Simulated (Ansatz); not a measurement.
# Pressure against volume: TlSn

Space group P4/mmm (No. 123). a = 3.615 Å, b = 3.615 Å, c = 4.375 Å, α = 90.00°, β = 90.00°, γ = 90.00°
```tsv
atom	site	symmetry	x	y	z
Tl	1a	4/mmm	0.0000	0.0000	0.0000
Sn	1d	4/mmm	0.5000	0.5000	0.5000
```

The runs use the primitive cell with vectors (3.615, 0.000, 0.000), (0.000, 3.615, 0.000), (0.000, 0.000, 4.375) Å, to which the k mesh refers.

The cell comes from COD entry 1539744, which wasn't checked; take it as a given geometry.

No spin–orbit coupling, which matters for the heavy atoms here.

All numbers are computed: DFT, LDA, all-electron LAPW, scalar-relativistic (Ansatz 0.2.0); DFT, LDA, PAW with Ansatz's default frozen-core files, scalar-relativistic (Ansatz 0.2.0).

For LAPW: a Γ-centred 9×9×8 k mesh, Fermi–Dirac smearing of 0.08 eV, basis error target 0.25 meV/atom, no spin polarisation. PAW takes a cutoff of 420 eV at this cell (files made with PBE, cores remade for this functional). The Ansatz runs share mesh, smearing and spin set-up. Plane-wave (PAW) pressures include the program's estimate of the Pulay term.

The cell above is scaled evenly, with fractional coordinates and shape held.

| V/V(cell) | V (Å³/atom) | P, LAPW (GPa) | P, PAW (GPa) | free energy over the lowest listed, PAW (meV/atom) |
| --- | --- | --- | --- | --- |
| 0.9400 | 26.868 | -0.76 | -0.77 | 0.0 |
| 0.9600 | 27.439 | -1.71 | -1.72 | 4.5 |
| 0.9800 | 28.011 | -2.55 | -2.56 | 12.1 |
| 0.9900 | 28.297 | ? | ? | ? |
| 1.0000 | 28.582 | -3.29 | -3.29 | 22.6 |
| 1.0100 | 28.868 | -3.62 | -3.62 | 28.8 |
| 1.0200 | 29.154 | -3.93 | -3.93 | 35.5 |
| 1.0400 | 29.726 | -4.49 | -4.49 | 50.6 |
| 1.0600 | 30.297 | -4.97 | -4.98 | 67.5 |

(1) Fill in the row V/V(cell) = 0.9900.

Answers

(1) P, LAPW (GPa) = -2.93, P, PAW (GPa) = -2.94, free energy over the lowest listed, PAW (meV/atom) = 17.1.
